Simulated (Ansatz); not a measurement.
A geometry of Al₂Cu away from equilibrium: step 4 of the relaxation of a relaxed Al2Cu cell with every coordinate shifted by Gaussian noise of σ = 0.3 Å. The numbers are results of PBEsol (plane waves to 420 eV, PAW, scalar-relativistic; Ansatz, a program for electronic structure), not measurements. Γ-centred k-mesh 9×9×8 on the run's cell (coarser than for final values), Fermi–Dirac smearing 0.05 eV.

```xyz
6
Lattice="-3.0080 3.0679 2.4457 3.0056 -3.0010 2.3593 2.9663 2.9593 -2.3623" Properties=species:S:1:pos:R:3:forces:R:3 pbc="T T T" free_energy=-15276.401 pressure_GPa=2.1
Al     1.1937     3.5587     0.0851   -0.3034    0.6548   -0.2723
Al     0.9826     1.9047     2.3421    0.6030   -0.3427    0.3117
Al     2.3166     0.7857     0.1845   -0.3533    0.0783   -0.5982
Al     2.1658    -1.1817     2.3208    0.2028   -0.1108    0.0691
Cu     0.1790    -0.2271     1.0514    0.0068   -0.1757    1.7385
Cu     0.3181    -0.1487     3.6445   -0.1558   -0.1039   -1.2489
```

Positions in Å, forces in eV/Å, free energy of the cell in eV (comparable only within this code, potentials and settings). Largest force: 1.75 eV/Å, on Cu5 (atoms numbered as listed); the geometry lies 0.07 eV/atom above the end of its relaxation.

No spin polarisation in the result.

The end of the path is a generated cell of Al2Cu: the first start was made by placing the elements on the sites of a structure type, and the end was not matched to a known phase here, so it may be hypothetical. Known forms of Al2Cu include space group No. 140.
